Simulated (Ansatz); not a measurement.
The start is a randomly generated symmetric cell of Te2Mo (space group No. 64). The cell and all atomic positions are relaxed at zero pressure with r2SCAN (plane waves to 500 eV, PAW, scalar-relativistic; Ansatz, a first-principles code). First-step values are on the input's coarse k-mesh.

Ansatz input (later rounds restart from its end on a renewed k-mesh):
Ansatz 0.2 input:
```yaml
crystal:
  lattice:
    - [3.33127, -4.4583328, 0]
    - [3.33127, 4.4583328, 0]
    - [0, 0, 7.450098]
  atoms:
    - { symbol: Mo, position: [0, 0, 0] }
    - { symbol: Mo, position: [0.5, 0.5, 0.5] }
    - { symbol: Te, position: [0.04763532, 0.45236468, 0.25] }
    - { symbol: Te, position: [0.45236468, 0.04763532, 0.75] }
    - { symbol: Te, position: [0.95236468, 0.54763532, 0.75] }
    - { symbol: Te, position: [0.54763532, 0.95236468, 0.25] }
basis: { ecutwfc: 500, ecutrho_ratio: 4, xc_grid: 4, fft_grid_basis: typed }
kpoints: { mp_grid: { grid: [5, 5, 3] } }
hamiltonian:
  xc: r2scan
  dispersion: none
  pseudopotentials: { kind: paw }
scf: { occupations: { method: fermi_dirac, width: 0.05 } }
relax: { f_tol: 0.01, max_steps: 100, cell: { stress_tol: 0.02 } }
output: { forces: true, stress: true }
```

```json
{
 "initial_pressure": "-12 GPa (negative: the cell is under tension)",
 "largest_initial_force": "about 0.6 eV/Å, on Te3, Te4, Te5, Te6 (atoms numbered as listed)",
 "outcome": "The space group goes from Cmce (No. 64) to Fm-3m (No. 225); the end is AFLOW prototype AB2_cF12_225_a_c (C1, as in CaF2), with 3 atoms in the primitive cell",
 "energy_released": "0.93 eV/atom",
 "Shortest distances (start → end)": "The closest pairs of elements (up to four, under 3.6 Å), start → end: Mo–Te 3.08 → 2.87 Å; Te–Te 3.33 → 3.32 Å",
 "optimiser_moves": "19"
}
```

Final values are on a 12×12×12 k-mesh of the relaxed cell. No spin polarisation in the result. A magnetic state may lie lower.

The run could not lose the symmetry of its start: the end is stationary, and may be a saddle point rather than a minimum.

The relaxed structure here is a generated cell of Te2Mo: the first start was made by a random draw of sites in a space group, and the end was not matched to a known phase here, so it may be hypothetical. Known forms of Te2Mo include space group No. 194.
